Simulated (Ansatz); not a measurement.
NaMgF$_{3}$ (cubic perovskite, Pm-3m), the program Ansatz at the LDA level (PAW). The conduction-band minimum lies at Γ, with 1 equivalent valley. Second derivatives d²E/dk² of the lowest band at one valley (eV·Å²), along Cartesian directions:

```json
[
 {"direction": "[100]", "d²E/dk²": "13.97"},
 {"direction": "[010]", "d²E/dk²": "13.97"},
 {"direction": "[001]", "d²E/dk²": "13.97"},
 {"direction": "[110]", "d²E/dk²": "13.97"},
 {"direction": "[101]", "d²E/dk²": "13.97"},
 {"direction": "[011]", "d²E/dk²": "13.97"}
]
```

Find the principal effective masses, the density-of-states mass and the conductivity mass.

Off-diagonal terms follow from H_xy = H[110] − (H_xx + H_yy)/2, and m*/mₑ = 7.620 eV·Å² over each eigenvalue: 0.55, 0.55, 0.55. One valley's DOS mass (m₁m₂m₃)^(1/3) = 0.55, conductivity mass 3/(Σ 1/mᵢ) = 0.55 mₑ.

What effective density of states Nc follows at 300 K for parabolic valleys?

Nc = 2.509e19 × 1 × (0.55)^(3/2) ≈ 1.0e19 cm⁻³.

The first step of the workflow began from a Materials Project structure, measured or hypothetical; the Crystallography Open Database copy checked does not list it. COD files the formula under space group No. 62, so this cell is another polymorph or a model. Its standing as an ambient phase is unchecked. The LDA relaxation kept the symmetry of its start. At this level the phase is dynamically unstable (imaginary phonons).

Potentials: the later of the program's two PAW sets.

Edges and masses are those of Kohn–Sham bands, whose gap is no quasiparticle gap.
